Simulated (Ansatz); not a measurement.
CaZrN$_{2}$:
Space group R-3m, hexagonal axes (No. 166); a = b = 3.2611 Å, c = 16.5146 Å, α = β = 90.00°, γ = 120.00°

| atom | site | symmetry | x | y | z |
|---|---|---|---|---|---|
| Ca | 3a | -3m | 0.0000 | 0.0000 | 0.0000 |
| Zr | 3b | -3m | 0.0000 | 0.0000 | 0.5000 |
| N | 6c | 3m | 0.0000 | 0.0000 | 0.2388 |
(The calculation used a cell of 4 atoms; values per cell refer to that cell.)

Relaxed with LDA.

Problem. Give the optical modes at the zone centre with their infrared activity from DFPT, LDA (plane waves, PAW; program Ansatz).

Solution. Transverse frequencies, without the LO–TO term; a row sums one degenerate level.

| ω (cm⁻¹) | degeneracy | IR ((D/Å)²/amu) | activity | symmetry |
|---|---|---|---|---|
| 157 | 2 | 41.46 | IR | Eu |
| 248 | 2 | 125.17 | IR | Eu |
| 293 | 1 | 47.78 | IR | A2u |
| 400 | 1 | 8.76 | IR | A2u |
| 453 | 2 | 0.00 | IR-inactive | Eg |
| 617 | 1 | 0.00 | IR-inactive | A1g |

Problem. How high does the top mode go among those that the LO–TO term moves?

Solution. 589 cm⁻¹ for q along x, 589 cm⁻¹ for q along y, 589 cm⁻¹ for q along z.

The first step of the workflow began from a Materials Project structure, measured or hypothetical; the Crystallography Open Database copy checked does not list it. Whether it is the stable phase at ambient conditions was not checked. Symmetry was held in the LDA relaxation; of distortions, only those at the zone centre were tested. No spin polarisation was allowed.

Potentials: the later of the program's two PAW sets.
